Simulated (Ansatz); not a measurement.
Q: AlRu3N (anti-perovskite, Pm-3m) is relaxed with plane-wave PAW PBEsol (Ansatz code). What lattice parameters of the conventional cell result?

A: a = 3.958 Å.

Q: Is it a metal or does it have a gap at this level?

A: No gap at this level.

The start of the workflow was typed in or built on a structure type; neither database checked (COD, Materials Project) lists it. Its standing as an ambient phase is unchecked. The cell was relaxed with PBEsol under the symmetry of its start; its stability against distortions is not shown here. The workflow began spin-polarised and lost its moments. Scalar-relativistic: spin–orbit coupling is off unless named, which matters more the heavier the elements.

Potentials: the earlier of the program's two PAW sets. The files were generated under PBE; for other functionals the program regenerates the frozen cores, and for LDA and PBEsol the local potential too.
